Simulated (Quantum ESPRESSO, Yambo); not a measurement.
At a photon energy of 8.50 eV, RPA with local fields on LDA bands shifted by a G0W0 scissor of 3.73 eV (Quantum ESPRESSO and Yambo; 3×3×6 mesh, 112 bands, 3 Ry local-field block, 0.2 eV broadening) gives ε = 3.37 + 0.38i for Sr2NO6H3 (space group P-62m, No. 189), field along x. Axes are Cartesian, with cell vectors (Å) (6.70, 0.00, 0.00), (-3.35, 5.81, 0.00), (0.00, 0.00, 3.59).

Q: Work out n, κ, the normal-incidence reflectivity, the absorption coefficient and the penetration depth.

A: 
|ε| = 3.39; n = √((|ε| + ε1)/2) = 1.84, κ = √((|ε| − ε1)/2) = 0.10. R = ((n − 1)² + κ²)/((n + 1)² + κ²) = 0.09. α = 2Eκ/(ħc) with ħc = 197.327 eV nm: 0.0089 per nm = 0.89 × 10⁵ per cm, a 1/e depth of 110 nm. The computed direct gap is 7.03 eV, and the energy scale of the real crystal may differ from it. Excitonic effects are left out, and values at one energy depend on mesh and broadening. The scissor comes from a G0W0 run whose convergence isn't established. Convergence of the RPA response with its 3×3×6 mesh was not tested.

Geometry of the Materials Project entry, not relaxed at this level; primitive cell a = 6.7043 Å, b = 6.7043 Å, c = 3.5915 Å, α = 90.00°, β = 90.00°, γ = 120.00°.
